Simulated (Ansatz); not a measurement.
LaGaO3 (space group R-3c)

```yaml
crystal:
  lattice:
    - [2.76127, 1.59422, 4.42450]
    - [-2.76127, 1.59422, 4.42450]
    - [0.00000, -3.18845, 4.42450]
  atoms:
    - { symbol: La, position: [0.25000, 0.25000, 0.25000] }
    - { symbol: La, position: [0.75000, 0.75000, 0.75000] }
    - { symbol: Ga, position: [0.00000, 0.00000, 0.00000] }
    - { symbol: Ga, position: [0.50000, 0.50000, 0.50000] }
    - { symbol: O, position: [0.75000, 0.18459, 0.31541] }
    - { symbol: O, position: [0.25000, 0.81541, 0.68459] }
    - { symbol: O, position: [0.31541, 0.75000, 0.18459] }
    - { symbol: O, position: [0.68459, 0.25000, 0.81541] }
    - { symbol: O, position: [0.18459, 0.31541, 0.75000] }
    - { symbol: O, position: [0.81541, 0.68459, 0.25000] }
```

E(V) scan at fixed shape, V₀ the volume above. The atoms relax within the cell's symmetry.

Level of theory: PBEsol (plane waves to 420 eV, PAW, scalar-relativistic; Ansatz, an electronic-structure program). k mesh 7×7×7 (Γ-centred), Fermi-Dirac smearing 0.05 eV. The energy includes the smearing's −TS. Stress and pressure are positive under compression. With the shape held, the modulus is that of even scaling; a crystal free to change shape is softer. LaGaO3 is run without spin polarisation. LaGaO3 was relaxed with its symmetry unable to fall. This is one of several known forms of LaGaO3; the measured ambient cells at hand have space group No. 62. The zero of ΔE is the relaxed starting cell.

```
V (Å³/cell)  ΔE (meV/atom)  P (GPa)
-----------  -------------  -------
105.18                80.4     24.3
107.12                53.9     19.2
109.07                33.4     14.7
111.02                18.2     10.5
112.97                 7.8      6.6
114.91                 1.9      3.2
116.86                 0.0      0.0
118.81                 1.8     -2.9
120.76                 6.9     -5.5
122.71                15.0     -7.9
124.65                26.0    -10.0
126.60                39.4    -12.0
128.55                55.1    -13.8
```

Key numbers:

```yaml
pressure_at_the_smallest_volume: 24.3 GPa
energy_cost_of_the_largest_compression: 80.4 meV/atom
energy_cost_of_the_largest_expansion: 55.1 meV/atom
Bulk modulus at fixed cell shape B₀ (third-order Birch-Murnaghan fit): 181 GPa
Pressure derivative B₀′ (fit): 4.6
equilibrium_volume_of_the_fit: 11.69 Å³/atom
Pressure for 5 % compression (fit): 10.4 GPa
```

The 13 points together took around 10 core-minutes (rough).

(Under strain, the slope of the energy per volume gives the stress and its curvature an elastic modulus.)
